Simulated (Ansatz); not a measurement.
**SnSe (P4/nmm), one atom moved along a line**

All numbers below come from DFT r2SCAN, scalar-relativistic, plane waves, PAW (Ansatz). Settings: plane waves to 500 eV, k-mesh 6×6×4 (Γ-centred), Gaussian smearing 0.05 eV. No spin polarisation. Energies are free energies at this smearing, counted from the undisturbed cell; pressure is positive in compression.

Reference structure (relaxed at this level; this form isn't the usual structure):

```
Sn Se
1.0
     4.28609    0.00000    0.00000
     0.00000    4.28609    0.00000
     0.00000    0.00000   10.98985
Sn Se
2 2
Cartesian
  2.1430 0.0000 4.0816
  0.0000 2.1430 6.9083
  2.1430 0.0000 6.7597
  0.0000 2.1430 4.2301
```

The cell holds layers and no dispersion correction was added, so their binding is poorly described.

Atom 1 (Sn) is moved by x along the Cartesian unit vector (0.000, 0.000, 1.000); the cell and all other atoms stay fixed.

| x (Å) | ΔE (meV/cell) | force along x on the moved atoms (eV/Å) | pressure (GPa) | gap on the mesh (eV) |
| --- | --- | --- | --- | --- |
| -0.2000 | 109.0 | 0.97 | -1.0 | 1.28 |
| -0.1500 | 64.8 | 0.79 | -0.8 | 1.44 |
| -0.1000 | 30.6 | 0.57 | -0.5 | 1.60 |
| -0.0500 | 8.2 | 0.31 | -0.3 | 1.69 |
| 0.0000 | 0.0 | 0.00 | 0.0 | 1.77 |
| 0.0500 | 8.8 | -0.36 | 0.3 | 1.74 |
| 0.1000 | 37.6 | -0.80 | 0.6 | 1.69 |
| 0.1500 | 90.4 | -1.32 | 1.0 | 1.63 |
| 0.1750 | 127.2 | -1.62 | 1.2 | 1.59 |
| 0.2000 | 171.5 | -1.94 | 1.4 | 1.55 |